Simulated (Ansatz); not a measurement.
BaTe (rock salt, space group No. 225) at seven volumes, LDA (plane waves, PAW; program Ansatz), scaled uniformly. One row is withheld.

| V (Å³/atom) | P (GPa) |
|---|---|
| 36.824 | 4.10 |
| 38.038 | 2.50 |
| 39.252 | ? |
| 40.466 | 0.00 |
| 41.680 | -0.98 |
| 42.894 | -1.81 |
| 44.108 | -2.52 |

Task: Fit the shown pressures and predict the withheld one.

Result: P = (3/2)B₀(x^(7/2) − x^(5/2))[1 + (3/4)(B′ − 4)(x − 1)] with x = (V₀/V)^(2/3). Least squares on the six rows gives V₀ = 40.464 Å³/atom, B₀ = 35.3 GPa, B′ = 4.40. At V = 39.252, x = 1.0205 and P = 1.15 GPa. The run itself gave 1.15 GPa.

Space group Fm-3m (rock salt). Symmetry was held in the LDA relaxation; of distortions, only those at the zone centre were tested. Spin–orbit coupling is left out wherever it is not named.

Potentials: the later of the program's two PAW sets.
